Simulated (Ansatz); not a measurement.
KI (rock salt), conventional cell a = b = c = 7.0915 Å, α = β = γ = 90.00°. The calculation uses the primitive cell of 2 atoms, to which meshes and values per cell refer.

The volume is varied about the relaxed value V₀ at fixed cell shape. Symmetry pins the atoms to their sites.

Method: r2SCAN (plane waves to 500 eV, PAW, scalar-relativistic; Ansatz, an electronic-structure program). k mesh 8×8×8 (Γ-centred), Fermi-Dirac smearing 0.05 eV. Energies are smeared free energies. KI was relaxed with its symmetry unable to fall. Spin-orbit coupling is left out, though I is heavy. The zero of ΔE is the relaxed starting cell.

```json
[
 {"V (Å³/atom)": "41.904", "ΔE (meV/atom)": "7.1"},
 {"V (Å³/atom)": "42.439", "ΔE (meV/atom)": "4.5"},
 {"V (Å³/atom)": "42.974", "ΔE (meV/atom)": "2.5"},
 {"V (Å³/atom)": "43.509", "ΔE (meV/atom)": "1.1"},
 {"V (Å³/atom)": "44.044", "ΔE (meV/atom)": "0.3"},
 {"V (Å³/atom)": "44.579", "ΔE (meV/atom)": "0.0"},
 {"V (Å³/atom)": "45.114", "ΔE (meV/atom)": "0.2"},
 {"V (Å³/atom)": "45.649", "ΔE (meV/atom)": "0.9"},
 {"V (Å³/atom)": "46.184", "ΔE (meV/atom)": "2.0"},
 {"V (Å³/atom)": "46.719", "ΔE (meV/atom)": "3.6"},
 {"V (Å³/atom)": "47.254", "ΔE (meV/atom)": "5.5"}
]
```

Question: What bulk modulus B₀ follows from a third-order Birch-Murnaghan fit?

Answer: 12.4 GPa.

Question: What is the fitted pressure derivative B₀′?

Answer: 4.9.

(Under strain, the slope of the energy per volume gives the stress and its curvature an elastic modulus.)
